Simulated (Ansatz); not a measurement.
CdCO3 (space group R-3c)

```xyz
10
Lattice="2.4719 1.4272 5.4311 -2.4719 1.4272 5.4311 0.0000 -2.8543 5.4311" Properties=species:S:1:pos:R:3 pbc="T T T"
Cd     0.0000     0.0000     0.0000
Cd     0.0000     0.0000     8.1466
C      0.0000     0.0000     4.0733
C      0.0000     0.0000    12.2199
O     -1.8289     0.3134     9.5044
O      1.8289    -0.3134     6.7888
O      0.6430    -1.7406     9.5044
O     -0.6430     1.7406     6.7888
O      1.1859     1.4272     9.5044
O     -1.1859    -1.4272     6.7888
```

E(V) scan at fixed shape, V₀ the volume above. The atoms relax within the cell's symmetry.

Calculation: r2SCAN (plane waves to 500 eV, PAW, scalar-relativistic; Ansatz, a quantum-chemistry and plane-wave program). k mesh 8×8×8 (Γ-centred), Fermi-Dirac smearing 0.05 eV. The energy includes the smearing's −TS. Compression counts positive. With the shape held, the modulus is that of even scaling; a crystal free to change shape is softer. CdCO3 was relaxed with its symmetry unable to fall. ΔE is measured from the relaxed starting cell.

```csv
V (Å³/atom),ΔE (meV/atom)
10.346,50.4
10.634,26.8
10.921,11.3
11.208,2.7
11.496,0.0
11.783,withheld
12.071,9.2
12.358,19.6
12.645,33.3
```

Fit a third-order Birch-Murnaghan form (E₀, V₀, B₀, B₀′ free) to the given rows and predict ΔE at V = 11.783.

Least squares on the 8 given rows: ΔE = E₀ + (9V₀B₀/16)·y²·[2 + (B₀′ − 4)y], y = (V₀/V)^(2/3) − 1, with V₀ = 11.497 Å³/atom, B₀ = 113.0 GPa (160.2 GPa = 1 eV/Å³; the term in eV is multiplied by 1000), B₀′ = 5.14, E₀ = 0.01 meV/atom; root-mean-square residual 0.03 meV/atom. At 11.783 the fit gives 2.4 meV/atom; the calculation gives 2.4 meV/atom, the same to the digits shown. For the pressure the fit gives -2.6 GPa against the computed -2.6 GPa.

(A scan under strain: stresses follow from slopes of the energy per volume, elastic moduli from its curvatures.)
